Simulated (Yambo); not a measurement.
Yambo run on LiLa₂O₃H (space group Immm, No. 71). The wavefunctions come from this Quantum ESPRESSO step (PBEsol, PseudoDojo standard norm-conserving files, scalar-relativistic):

```
&CONTROL
  calculation = 'nscf'
  pseudo_dir = './pseudo'
  outdir = './out'
/
&SYSTEM
  ibrav = 0
  nat = 7
  ntyp = 4
  ecutwfc = 110.0
  ecutrho = 440.0
  occupations = 'fixed'
  force_symmorphic = .true.
  nbnd = 102
/
&ELECTRONS
  conv_thr = 7.000000000000001e-09
  diago_full_acc = .true.
  diago_thr_init = 1e-08
/
ATOMIC_SPECIES
H 1.0080 H.upf
Li 6.9400 Li.upf
O 15.9990 O.upf
La 138.9055 La.upf
CELL_PARAMETERS angstrom
 -1.790850000000   1.899195000000   6.465290000000
  1.790850000000  -1.899195000000   6.465290000000
  1.790850000000   1.899195000000  -6.465290000000
ATOMIC_POSITIONS crystal
H   0.000000000000   0.500000000000   0.500000000000
Li   0.000000000000   0.000000000000   0.000000000000
O   0.500000000000  -0.000000000000   0.500000000000
O   0.822770000000   0.822770000000   0.000000000000
O   0.177230000000   0.177230000000   0.000000000000
La   0.363450000000   0.363450000000   0.000000000000
La   0.636550000000   0.636550000000   0.000000000000
K_POINTS automatic
4 4 4 0 0 0
```

Yambo input:

```
rim_cut
gw0
dyson
el_el_corr
HF_and_locXC
ppa
em1d
RandQpts= 1000000
RandGvec= 1 Ry
EXXRLvcs= 110 Ry
VXCRLvcs= 440 Ry
Chimod= "HARTREE"
% BndsRnXp
 2 | 101 |
%
NGsBlkXp= 6 Ry
% LongDrXp
 1.0 | 1.0 | 1.0 |
%
PPAPntXp= 27.2114 eV
% GbndRnge
 1 | 101 |
%
GTermKind= "BG"
DysSolver= "n"
ExtendOut
% QPkrange
 1 | 1 | 22 | 23 |
 3 | 3 | 22 | 23 |
 8 | 8 | 22 | 23 |
 10 | 10 | 22 | 23 |
 11 | 11 | 22 | 23 |
 12 | 12 | 22 | 23 |
 18 | 18 | 22 | 23 |
%
```

k points by index: 1 = Γ, 3 = (0, 0, -0.5), 8 = (0, -0.5, 0), 10 = (0, -0.5, -0.5), 11 = (0.25, 0.25, 0.25), 12 = (0.25, 0.25, -0.25), 18 = (-0.5, -0.5, -0.5).

Table of the .qp output:

```
#    K-point    Band    Eo [eV]    E [eV]    E-Eo [eV]    Vxc [eV]    Vnlxc [eV]    Sc|Eo [eV]    Sc|E [eV]    dSc/dw|Eo [eV]    Re(Z)    Im(Z)
#
    1    22    -1.312187    -1.737001    -0.424814    -17.56399    -22.04275    3.935713    4.053953    -7.571778    0.782313    -0.001300
    1    23    1.944754    2.931373    0.986619    -12.33865    -7.195226    -3.941497    -4.156805    -5.937711    0.820877    -0.001104
    3    22    -0.812581    -1.208964    -0.396383    -19.34862    -24.41976    4.561105    4.674759    -7.799908    0.777215    -0.001215
    3    23    3.595066    6.240958    2.645892    -14.73842    -5.175253    -6.227480    -6.917273    -7.093588    0.793217    -0.001389
    8    22    -0.631877    -1.065987    -0.434109    -16.21312    -19.91464    3.152618    3.267410    -7.193932    0.790904    -0.001239
    8    23    3.650034    6.610307    2.960273    -14.84955    -4.306226    -6.789774    -7.583056    -7.291445    0.788668    -0.001466
    10    22    0.000000    -0.536304    -0.536304    -16.29573    -20.28966    3.317117    3.457626    -7.127911    0.792425    -0.001217
    10    23    3.150235    5.346309    2.196074    -13.96148    -5.476062    -5.751166    -6.289344    -6.668028    0.803181    -0.001266
    11    22    -1.106166    -1.557444    -0.451279    -19.09522    -24.42204    4.744604    4.875548    -7.894483    0.775123    -0.735146E-3
    11    23    3.512989    5.995713    2.482724    -14.51571    -5.403497    -5.994706    -6.629485    -6.956860    0.796392    -0.001338
    12    22    -0.929591    -1.422185    -0.492593    -16.54993    -20.65325    3.478479    3.610733    -7.304193    0.788378    -0.001286
    12    23    1.834605    2.749240    0.914635    -11.45300    -6.154103    -4.192103    -4.384260    -5.716226    0.826399    -0.001074
    18    22    -0.675898    -1.166854    -0.490955    -16.21892    -20.04387    3.204575    3.333995    -7.171669    0.791416    -0.001263
    18    23    1.931267    2.914012    0.982745    -11.45067    -5.949985    -4.309657    -4.517944    -5.766664    0.825135    -0.001086
```
(The two width columns are left out.) Convergence of these settings isn't established.

Geometry of the Materials Project entry, not relaxed at this level.

The structure is a Materials Project entry; no match was found in the copy of COD used, and its stability was not checked.
